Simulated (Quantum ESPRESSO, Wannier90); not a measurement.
Tight-binding from DFT: CsPbCl$_{3}$ (cubic perovskite)

```xyz
5
Lattice="5.6798 0.0000 0.0000 0.0000 5.6798 0.0000 0.0000 0.0000 5.6798" Properties=species:S:1:pos:R:3 pbc="T T T"
Cs     0.0000     0.0000     0.0000
Pb     2.8399     2.8399     2.8399
Cl     0.0000     2.8399     2.8399
Cl     2.8399     0.0000     2.8399
Cl     2.8399     2.8399     0.0000
```

Materials Project entry mp-23037; symmetrised, unrelaxed at this level. COD (Crystallography Open Database) records the formula in this space group. Ideal cubic forms of this type are often high-temperature phases that distort on cooling; symmetry holds the cell here, and its stability was not tested. Method: PBEsol plane waves in Quantum ESPRESSO 7.5 (PseudoDojo norm-conserving files, 50 Ry, no spin polarisation, no spin-orbit coupling), Bloch states on a 6×6×6 mesh through Γ, Wannier90 4.0.1. Density: 6×6×6 mesh, cold smearing 0.01 Ry. Spin-orbit coupling is left out although heavy elements are present.

Base run: 16 functions from bands 7-9,14-36 of the 36 computed, start hydrogen-like Cs: s; Pb: p; Cl: s;p, frozen window up to 3.47 eV relative to the valence-band maximum, outer window open. Bands 10–13 (Cs 5p 74 %, Pb 6s 18 %, Cl 3p 6 %) lie between the kept ones and are excluded. One thing is changed at a time; window edges are relative to the valence-band maximum. The misfit compares interpolated bands with pw.x on a high-symmetry path, for states up to 3.0 eV relative to the valence-band maximum. Converged means that the tolerances were met: symmetric starts can stop on a saddle, which shows as a larger Ω_OD at equal Ω_I and can move the misfit too.

```
setting                   functions  frozen to (eV)  Ω_I (Å²)  Ω_D (Å²)  Ω_OD (Å²)  rms misfit (meV)  worst (meV)                          ended
------------------------  ---------  --------------  --------  --------  ---------  ----------------  -----------  -----------------------------
base                             16            3.47     30.23      0.00       4.62               1.2           12                      converged
frozen window to 2.47 eV         16            2.47     29.37      0.00       4.56               7.2           90                      converged
frozen window to 1.47 eV         16            1.47     29.05      0.00       4.56                37          210                      converged
frozen window to 0.47 eV         16            0.47     29.05      0.00       4.56                37          210                      converged
frozen window to 5.38 eV         16            5.38         –         –          –                 –            –  stops: too many frozen states
no frozen window                 16            none     27.33      0.00       4.47               143          511                      converged
outer window to 7.70 eV          16            3.47     31.64      0.00       4.70               1.3           13                      converged
outer window to 10.70 eV         16            3.47     30.23      0.00       4.62               1.2           12                      converged
```
